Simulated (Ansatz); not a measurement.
**TaN (Fm-3m), a vibration from a frozen displacement**

The calculation used DFT r2SCAN, scalar-relativistic, plane waves, PAW (Ansatz 0.2.0). Settings: plane waves to 500 eV, k-mesh 18×18×18 (Γ-centred), Gaussian smearing 0.15 eV. Spin–orbit coupling is left out, which matters for the heavy elements here. No spin polarisation. Energies are free energies at this smearing, counted from the undisturbed cell; pressure is positive in compression.

The starting cell (as given, not relaxed at this level; it stands at 9.8 GPa; this rock-salt form isn't the usual structure):

```xyz
2
Lattice="0.0000 2.1790 2.1790 2.1790 0.0000 2.1790 2.1790 2.1790 0.0000" Properties=species:S:1:pos:R:3 pbc="T T T"
Ta    2.1790    2.1790    2.1790
N     0.0000    0.0000    0.0000
```

Every N atom is moved by x along the Cartesian unit vector (0.000, 0.000, -1.000); the cell and all other atoms stay fixed. The cell's volume is 20.69 Å³; the moved atoms weigh 14.007 u together and the others 180.948 u.

| x (Å) | ΔE (meV/cell) | total force on the moved atoms along the move (eV/Å) | pressure (GPa) |
| --- | --- | --- | --- |
| -0.1000 | 45.58 | 0.9474 | 11.5825 |
| -0.0500 | 11.06 | 0.4471 | 10.2326 |
| 0.0000 | 0.00 | 0.0000 | 9.7859 |
| 0.0750 | 25.20 | -0.6873 | 10.7927 |

Q: What frequency belongs to this motion?

A: The force constant is k = −dF/dx = 9.031 eV/Å², from the parabola through x = -0.0500, 0 and 0.0750. In every cell the moved atoms swing against the rest, so the mass is μ = m₁m₂/(m₁ + m₂) = 13.001 u, and ν̃ = 521.5 cm⁻¹ × √(|k|/μ) = 435 cm⁻¹, at this cell's pressure of 9.8 GPa. To first order in x, and within 1 %, the force on every atom lies along the move and, within each of the two groups, in proportion to the atom's mass, so this is itself a mode at the zone centre of this cell.

Q: How far does the harmonic law reach?

A: At x = -0.100 Å, kx²/2 = 45.15 meV against the computed 45.58 meV (+1.0 %): the well is still close to harmonic there.

In a metal these slopes depend on the k mesh and the smearing.